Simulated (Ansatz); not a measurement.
Ag (fcc, Cu type)

```yaml
crystal:
  lattice:
    - [4.05439, 0.00000, 0.00000]
    - [0.00000, 4.05439, 0.00000]
    - [0.00000, 0.00000, 4.05439]
  atoms:
    - { symbol: Ag, position: [0.00000, 0.00000, 0.00000] }
    - { symbol: Ag, position: [0.50000, 0.50000, 0.00000] }
    - { symbol: Ag, position: [0.50000, 0.00000, 0.50000] }
    - { symbol: Ag, position: [0.00000, 0.50000, 0.50000] }
```

In each cell atom 1 (Ag, nearest neighbour Ag at 2.867 Å; its periodic images, 4.1 Å or more away, move with it) moves by s·(-0.707, -0.707, 0.000) (towards the nearest neighbour), the rest being held.

All values below come from PBEsol (plane waves to 420 eV, PAW, scalar-relativistic; Ansatz, a program for electronic structure). k mesh 9×9×9 (Γ-centred), Fermi-Dirac smearing 0.05 eV. E stands for the smeared free energy. Left out: 2 of 11 points, with atoms too close for the PAW data. With partly filled bands, energies and forces of such displacements shift with the k mesh and the smearing. On this mesh the relaxed cell isn't quite at rest: it carries a pressure of -0.2 GPa (compression positive) at the zero of the scan. Ag was relaxed with its symmetry unable to fall. ΔE is measured from the undisplaced structure. The last digit holds for this mesh only.

```json
[
 {"s (Å)": "-0.688", "ΔE (meV/cell)": "withheld"},
 {"s (Å)": "-0.516", "ΔE (meV/cell)": "986.3"},
 {"s (Å)": "-0.344", "ΔE (meV/cell)": "381.7"},
 {"s (Å)": "-0.172", "ΔE (meV/cell)": "87.9"},
 {"s (Å)": "0.000", "ΔE (meV/cell)": "0.0"},
 {"s (Å)": "0.172", "ΔE (meV/cell)": "87.9"},
 {"s (Å)": "0.344", "ΔE (meV/cell)": "381.7"},
 {"s (Å)": "0.516", "ΔE (meV/cell)": "986.3"},
 {"s (Å)": "0.688", "ΔE (meV/cell)": "withheld"}
]
```

Question: Fit an even polynomial form (powers 2, 4, 6) to the given rows and predict ΔE at s = -0.688.

Answer: Least squares on the 7 given rows: ΔE = (2892)·s² + (2634)·s⁴ + (1566)·s⁶, in meV/cell with s in Å; root-mean-square residual 0.00 meV/cell. At -0.688 the fit gives 2125.2 meV/cell; the calculation gives 2135.4 meV/cell, so the extrapolation is off by -10.2 (-0.5 %). The quadratic term alone would give 1368.9 meV/cell.

(A displaced cell: forces are minus the slopes of the energy, force constants its curvatures, and phonons follow from these.)
